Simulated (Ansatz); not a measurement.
The cell below belongs to a search over invented structures; it isn't taken from experiment.

Input and command of a plane-wave DFT calculation in Ansatz:

```yaml
crystal:
  lattice:
    - [1.7, 0.98149546, 6.4]
    - [-1.7, 0.98149546, 6.4]
    - [0.0, -1.96299092, 6.4]
  atoms:
    - { symbol: Zr, position: [0.2367, 0.2367, 0.2367] }
    - { symbol: Zr, position: [0.7633, 0.7633, 0.7633] }
    - { symbol: Mn, position: [0.0, 0.0, 0.0], spin: 4.0 }
    - { symbol: "N", position: [0.877, 0.877, 0.877] }
    - { symbol: "N", position: [0.123, 0.123, 0.123] }
basis:
  ecutwfc: 420
kpoints:
  mp_grid: { grid: [4, 4, 4] }
hamiltonian:
  xc: pbe
scf:
  occupations: { method: gaussian, width: 0.15 }
  lower_state_search: "off"
output:
  forces: true
  stress: true
  eigenvalues: true
  populations: true
magnetization:
  spin_polarized: true
relax:
  adjacent_minimum: "off"
  f_tol: 0.08
  max_steps: 16
  cell: { stress_tol: 0.8 }
```

```bash
ansatz run input.yaml --threads 1 --pin off --max-ram 2560MiB --backend cpu --events-out ev --progress --plain --runs-dir out
```

Processor: Intel(R) Xeon(R) Processor @ 2.50GHz (Skylake/Cascade Lake), 1 thread, on a host shared with other jobs.

Q: How long does it run, and how much memory does it take?

A: About 100 s, peak memory 0.43 GiB. It solves 32 bands at 13 k points (after reduction by symmetry) with about 1453 plane waves (on the last cell), in 111 SCF iterations over 11 ionic steps.
